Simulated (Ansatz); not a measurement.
V₃Au (Cu3Au type, Pm-3m) under volume change, PBEsol in the plane-wave PAW code Ansatz, scaled uniformly.

```tsv
V (Å³/atom)	E − E(relaxed) (meV/atom)	P (GPa)
12.692	86.4	24.00
13.110	36.2	14.67
13.529	8.6	6.74
13.947	0.0	0.00
14.366	(withheld)	(withheld)
14.784	(withheld)	(withheld)
15.202	62.3	-14.69
```

### Question
What belongs in the gaps?

### Answer

- 14.366, E − E(relaxed) (meV/atom): 7.7
- 14.366, P (GPa): -5.73
- 14.784, E − E(relaxed) (meV/atom): 29.2
- 14.784, P (GPa): -10.58

### Question
What does a third-order Birch–Murnaghan fit give for V₀, B₀ and B′?

### Answer
V₀ = 13.95 Å³/atom, B₀ = 206 GPa, B′ = 4.4.

The workflow started from an entry of the Crystallography Open Database (COD). Its standing as an ambient phase is unchecked. Symmetry was held in the PBEsol relaxation; of distortions, only those at the zone centre were tested. The workflow began spin-polarised and lost its moments. Scalar-relativistic: spin–orbit coupling is off unless named, which matters more the heavier the elements.

Potentials: the later of the program's two PAW sets.
